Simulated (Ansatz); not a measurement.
**¹⁷O NMR of the central transition in NaBC4O8**

Cell: a Materials Project structure (computed, not necessarily an observed phase), atoms as given.

Space group Cmcm (No. 63); a = 8.3674, b = 10.4436, c = 8.0395 Å.

```
site  Wyckoff  site symmetry       x       y       z
  Na       4c            m2m  0.5000  0.4288  0.7500
   B       4c            m2m  0.5000  0.0697  0.2500
  C5       8f            m..  0.5000  0.2767  0.3455
  C8       8g            ..m  0.4081  0.8625  0.2500
 O13       8f            m..  0.5000  0.3723  0.0670
 O14       8g            ..m  0.3582  0.0166  0.7500
 O15       8f            m..  0.5000  0.8444  0.8969
 O20       8g            ..m  0.6748  0.7664  0.2500
```

One atom of each set is listed; the run and its k-mesh use a cell of 28 atoms with edges of 6.69, 6.69, 8.04 Å.

The numbers come from a DFT calculation in Ansatz (PBE, plane waves and PAW, scalar-relativistic, 420 eV cutoff, Γ-centred 5×5×4 k-points, Fermi–Dirac smearing 0.05 eV).

¹⁷O has I = 5/2 and Q = -25.58 mb (Pyykkö 2018); at 18.8 T its Larmor frequency is ν₀ = 108.6 MHz. Only the quadrupole interaction is simulated: positions count from each site's isotropic chemical shift, and J coupling is left out, as are shift anisotropy and dipolar coupling, which fast spinning averages.

**Question.** Simulate the second-order pattern (fast magic-angle spinning, Gaussian broadening 0.4 kHz) of site O20 (1 C at 1.22 Å; also 1 Na at 2.51 Å).

**Answer.** The calculation gives C_Q = 8.55 MHz and η = 0.05, so ν_Q = 1.28 MHz and the centre of gravity lies at -37.2 ppm (-4.04 kHz).

(offset (kHz), height): (-10.540, 0), (-10.289, 1), (-10.037, 3), (-9.786, 5), (-9.535, 6), (-9.283, 6), (-9.032, 6), (-8.780, 6), (-8.529, 6), (-8.278, 6), (-8.026, 6), (-7.775, 6), (-7.524, 7), (-7.272, 7), (-7.021, 7), (-6.769, 10), (-6.518, 34), (-6.267, 78), (-6.015, 79), (-5.764, 60), (-5.512, 50), (-5.261, 46), (-5.010, 43), (-4.758, 41), (-4.507, 40), (-4.255, 40), (-4.004, 40), (-3.753, 40), (-3.501, 41), (-3.250, 43), (-2.999, 45), (-2.747, 48), (-2.496, 52), (-2.244, 59), (-1.993, 73), (-1.742, 100), (-1.490, 98), (-1.239, 39), (-0.987, 4), (-0.736, 0)

The largest force is 0.4 eV/Å, so the atoms aren't at the calculated equilibrium and relaxing them would move these values.
